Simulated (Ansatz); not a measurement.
BN:
```yaml
crystal:
  lattice:
    - [2.49881, 0.00000, 0.00000]
    - [-1.24941, 2.16403, 0.00000]
    - [0.00000, 0.00000, 6.60091]
  atoms:
    - { symbol: B, position: [0.33333, 0.66667, 0.25000] }
    - { symbol: B, position: [0.66667, 0.33333, 0.75000] }
    - { symbol: N, position: [0.33333, 0.66667, 0.75000] }
    - { symbol: N, position: [0.66667, 0.33333, 0.25000] }
```

Relaxed with r²SCAN+D4. Special points in fractions of this cell's reciprocal vectors: Γ (0.000, 0.000, 0.000); M (0.500, 0.000, 0.000); K (0.333, 0.333, 0.000); A (0.000, 0.000, 0.500); L (0.500, 0.000, 0.500); H (0.333, 0.333, 0.500).

Problem. List the band energies nearest the valence-band maximum at these points for r²SCAN+D4 (plane waves, PAW; program Ansatz).

Solution. In eV from the valence-band maximum; about four levels below and three above (degenerate sets whole), none deeper than 8.9 eV; points with the same levels are listed once.

| k | below | above |
|---|---|---|
| Γ | -1.39 -1.39 -1.35 -1.35 | 5.63 11.13 12.37 12.37 |
| M | -4.34 -4.27 -1.53 -0.48 | 4.79 6.28 10.21 |
| K | -7.52 -7.52 -0.13 -0.13 | 5.50 5.50 11.20 |
| A | -1.37 -1.37 -1.37 -1.37 | 8.16 8.16 12.44 12.44 12.44 12.44 |
| L | -4.31 -4.31 -0.98 -0.98 | 5.27 5.27 10.64 10.64 |
| H | -7.53 -7.53 -0.05 -0.05 | 5.26 5.26 12.50 12.50 |

Space group P6_3/mmc. The cell was relaxed with r²SCAN+D4 under the symmetry of its start.

Potentials: the later of the program's two PAW sets.
